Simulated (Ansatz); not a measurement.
VN (rock salt)

```yaml
crystal:
  lattice:
    - [0.00000, 2.05840, 2.05840]
    - [2.05840, 0.00000, 2.05840]
    - [2.05840, 2.05840, 0.00000]
  atoms:
    - { symbol: N, position: [0.00000, 0.00000, 0.00000] }
    - { symbol: V, position: [0.50000, 0.50000, 0.50000] }
```

This relaxed cell (volume V₀) is scaled evenly in all directions, its shape held. Symmetry pins the atoms to their sites.

The numbers are results of PBE (plane waves to 420 eV, PAW, scalar-relativistic; Ansatz, a first-principles code), not measurements. k mesh 19×19×19 (Γ-centred), Fermi-Dirac smearing 0.05 eV. Energies are smeared free energies. Stress and pressure are positive under compression. VN is run without spin polarisation. VN was relaxed with its symmetry unable to fall. The zero of ΔE is the relaxed starting cell. The last digit holds for this mesh only.

| V (Å³/atom) | ΔE (meV/atom) |
|---|---|
| 7.849 | 103.0 |
| 7.995 | 69.3 |
| 8.140 | 42.9 |
| 8.285 | 23.4 |
| 8.431 | 10.1 |
| 8.576 | 2.5 |
| 8.722 | 0.0 |
| 8.867 | 2.3 |
| 9.012 | 9.0 |
| 9.158 | 19.6 |
| 9.303 | withheld |
| 9.448 | 51.4 |
| 9.594 | 72.1 |

Problem. Fit a third-order Birch-Murnaghan form (E₀, V₀, B₀, B₀′ free) to the given rows and predict ΔE at V = 9.303.

Solution. Least squares on the 12 given rows: ΔE = E₀ + (9V₀B₀/16)·y²·[2 + (B₀′ − 4)y], y = (V₀/V)^(2/3) − 1, with V₀ = 8.722 Å³/atom, B₀ = 313.6 GPa (160.2 GPa = 1 eV/Å³; the term in eV is multiplied by 1000), B₀′ = 4.33, E₀ = 0.02 meV/atom; root-mean-square residual 0.07 meV/atom. At 9.303 the fit gives 33.8 meV/atom; the calculation gives 33.8 meV/atom, the same to the digits shown. For the pressure the fit gives -17.6 GPa against the computed -17.6 GPa.

(A scan under strain: stresses follow from slopes of the energy per volume, elastic moduli from its curvatures.)
